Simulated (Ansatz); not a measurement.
# Fe (diamond): energy against volume

The calculation used Ansatz, DFT, BLYP, plane waves (420 eV) with PAW, scalar-relativistic. (PAW data from PBE, frozen cores regenerated.)

The cell is scaled uniformly from the relaxed one, with fractional coordinates and shape fixed. Energies are extrapolated to zero smearing, pressures are those at the given smearing. Magnetic state: non-magnetic.

A Birch-Murnaghan fit gives V₀ = 15.07 Å³/atom, B₀ = 139 GPa, B₀′ = 4.5.

Task: What are the energy above the minimum and the pressure at 13.268 Å³/atom?

Result: 117.0 meV/atom and 23.50 GPa as computed.

Task: What are the energy above the minimum and the pressure at 14.475 Å³/atom?

Result: 10.8 meV/atom and 6.15 GPa as computed.

Task: What are the energy above the minimum and the pressure at 16.284 Å³/atom?

Result: 37.0 meV/atom and -8.98 GPa as computed.
